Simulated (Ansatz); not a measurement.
## BeZn$_{5}$Se$_{6}$ (P31m) at 2 levels of theory

One geometry, relaxed with PBE; plane waves with PAW potentials in Ansatz, scalar-relativistic. No spin polarisation. Gaps are the least over mesh and band path; pressure is positive in compression.

```cif
data_structure
_symmetry_space_group_name_H-M 'P31m'
_symmetry_Int_Tables_number 157
_cell_length_a 6.8904
_cell_length_b 6.8904
_cell_length_c 6.5393
_cell_angle_alpha 90.000
_cell_angle_beta 90.000
_cell_angle_gamma 120.000
_cell_volume 268.88
loop_
_atom_site_label
_atom_site_type_symbol
_atom_site_symmetry_multiplicity
_atom_site_Wyckoff_symbol
_atom_site_fract_x
_atom_site_fract_y
_atom_site_fract_z
_atom_site_occupancy
Be1 Be 1 a 0.00000 0.00000 0.00300 1
Zn1 Zn 2 b 0.66667 0.33333 0.00511 1
Zn2 Zn 3 c 0.00000 0.32505 0.50657 1
Se1 Se 2 b 0.66667 0.33333 0.38427 1
Se2 Se 1 a 0.00000 0.00000 0.35031 1
Se3 Se 3 c 0.00000 0.31013 0.88606 1
```

| level | cutoff (eV) | k mesh | gap (eV) | pressure (GPa) |
| --- | --- | --- | --- | --- |
| PBE | 420 | 6×6×4 | 1.55 | 0.0 |

Problem. What comes out on the same cell with r2SCAN?

Solution.
| level | cutoff (eV) | k mesh | gap (eV) | pressure (GPa) |
| --- | --- | --- | --- | --- |
| r2SCAN | 500 | 6×6×4 | 2.13 | -2.0 |

It was reached by relaxing an invented guess, and it needn't be the stable form of this composition.
